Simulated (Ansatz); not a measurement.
# How long does this Ansatz run take?

```yaml
crystal:
  lattice:
    - [3.7986, 0.0, 0.0]
    - [0.0, 3.7986, 0.0]
    - [0.0, 0.0, 4.695576]
  atoms:
    - { symbol: Sn, position: [0.5, 0.0, 0.2422836718] }
    - { symbol: Sn, position: [0.0, 0.5, 0.7577163282] }
    - { symbol: O, position: [0.0, 0.0, 0.0] }
    - { symbol: O, position: [0.5, 0.5, 0.0] }
kpoints:
  mp_grid: { grid: [12, 12, 10] }
scf:
  occupations: { method: fermi_dirac, width: 0.05 }
hamiltonian:
  xc: pbe
  pseudopotentials: { kind: paw }
output:
  forces: true
  stress: true
  populations: true
  efg:
    quadrupole_moments_barn: { Sn: -0.132, O: -0.02558 }
    contact_densities: true
  write_density: true
  write_potential: true
  elf: true
  volumetric_format: npy
relax:
  f_tol: 0.02
  max_steps: 60
```

The quadrupole moment typed for Sn is that of the 23.9 keV Mössbauer state of ¹¹⁹Sn; the ground state has I = 1/2 and no quadrupole moment.

```sh
ansatz run input.yaml --threads 1 --pin off --max-ram 3072MiB --backend cpu --events-out ev --progress --plain --runs-dir out
```

It runs on 1 thread of Intel Xeon 6975P-C (Granite Rapids) (x86_64; 16 cores open to the job, memory cap 3.0 GiB, no GPU), a shared host with a load of 0.6 a core.

(1) Estimate the wall time and the peak memory.

Results:

(1) About 32 s of wall time (32 s of CPU time) and 0.6 GiB. The run holds 40 valence electrons in 24 bands, about 1311 plane waves a k-point and 168 irreducible k-points, and took 21 SCF iterations, over 4 ionic steps. Times on a shared host vary by tens of per cent.
